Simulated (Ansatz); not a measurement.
AlN:
```cif
data_Al2N2
_chemical_formula_sum 'Al2 N2'
_space_group_name_H-M_alt 'P 1'
_space_group_IT_number 1
_cell_length_a 3.08881
_cell_length_b 3.08881
_cell_length_c 4.94311
_cell_angle_alpha 90.000
_cell_angle_beta 90.000
_cell_angle_gamma 120.000
loop_
_space_group_symop_operation_xyz
  'x, y, z'
loop_
_atom_site_label
_atom_site_type_symbol
_atom_site_fract_x
_atom_site_fract_y
_atom_site_fract_z
_atom_site_occupancy
Al1 Al 0.66667 0.33333 0.00359 1
Al2 Al 0.33333 0.66667 0.50359 1
N1 N 0.66667 0.33333 0.62161 1
N2 N 0.33333 0.66667 0.12161 1
```

This is the LDA-relaxed structure.

### Question
All from LDA (plane waves, PAW; program Ansatz), unless another level is named. Estimate the Young's modulus.

### Answer
311 GPa.

### Question
Next, the highest zone-centre frequency (without LO–TO term)?

### Answer
729 cm⁻¹.

Space group P6_3mc (wurtzite). Symmetry was held in the LDA relaxation; phonons on a q-mesh show no instability.

Potentials: the later of the program's two PAW sets.
